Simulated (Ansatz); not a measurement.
TiO$_{2}$ (anatase)

```yaml
crystal:
  lattice:
    - [-1.89940, 1.89940, 4.85040]
    - [1.89940, -1.89940, 4.85040]
    - [1.89940, 1.89940, -4.85040]
  atoms:
    - { symbol: Ti, position: [0.50000, 0.50000, 0.00000] }
    - { symbol: Ti, position: [0.25000, 0.75000, 0.50000] }
    - { symbol: O, position: [0.29355, 0.29355, 0.00000] }
    - { symbol: O, position: [0.04355, 0.54355, 0.50000] }
    - { symbol: O, position: [0.45645, 0.95645, 0.50000] }
    - { symbol: O, position: [0.70645, 0.70645, 0.00000] }
```

Equation-of-state scan: isotropic scaling of the cell above, V₀ being its volume. The atoms relax within the cell's symmetry.

Level of theory: PBE (plane waves to 420 eV, PAW, scalar-relativistic; Ansatz, an electronic-structure program). k mesh 12×12×12 (Γ-centred), Fermi-Dirac smearing 0.05 eV. Compression counts positive. TiO2 is run without spin polarisation. TiO2 was relaxed with its symmetry unable to fall.

At one point of the scan the stress tensor (GPa) is:

```
   53.9      0.0      0.0
    0.0     53.9      0.0
    0.0      0.0     36.9
```

**Question.** Which point is it?
A. V/V₀ = 0.867
B. V/V₀ = 0.840
C. V/V₀ = 0.973
D. V/V₀ = 0.893

**Answer.** B, V/V₀ = 0.840

(A scan under strain: stresses follow from slopes of the energy per volume, elastic moduli from its curvatures.)
